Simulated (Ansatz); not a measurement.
ZnGeP$_{2}$:
```xyz
8
Lattice="-2.7123 2.7123 5.3546 2.7123 -2.7123 5.3546 2.7123 2.7123 -5.3546" Properties=species:S:1:pos:R:3 pbc="T T T"
Ge     0.0000     0.0000     5.3546
Ge     2.7123     0.0000     2.6773
Zn     0.0000     0.0000     0.0000
Zn     0.0000     2.7123     2.6773
P      1.3652     1.3561     1.3387
P      1.3561     4.0593    -1.3387
P      1.3471     1.3561     6.6933
P      1.3561    -1.3471     4.0160
```

Relaxed with PBEsol.

Question: Give the optical modes at the zone centre with their infrared activity from DFPT, PBEsol in the plane-wave PAW code Ansatz.

Answer: Transverse frequencies, without the LO–TO term; a row sums one degenerate level.

| ω (cm⁻¹) | degeneracy | IR ((D/Å)²/amu) | activity | symmetry |
|---|---|---|---|---|
| 93 | 2 | 0.00 | IR-inactive | E |
| 118 | 1 | 0.04 | IR | B2 |
| 120 | 1 | 0.00 | IR-inactive | B1 |
| 137 | 2 | 0.01 | IR | E |
| 202 | 2 | 0.41 | IR | E |
| 240 | 1 | 0.00 | IR-inactive | B1 |
| 318 | 1 | 0.00 | IR-inactive | A2 |
| 320 | 1 | 0.00 | IR-inactive | A1 |
| 330 | 2 | 4.88 | IR | E |
| 340 | 1 | 11.08 | IR | B2 |
| 355 | 1 | 0.00 | IR-inactive | A2 |
| 360 | 2 | 9.39 | IR | E |
| 371 | 2 | 13.43 | IR | E |
| 378 | 1 | 0.00 | IR-inactive | B1 |
| 386 | 1 | 3.14 | IR | B2 |

Space group I-42d (chalcopyrite). The PBEsol relaxation kept the symmetry of its start; of distortions, only those at the zone centre were tested.

Potentials: the later of the program's two PAW sets.
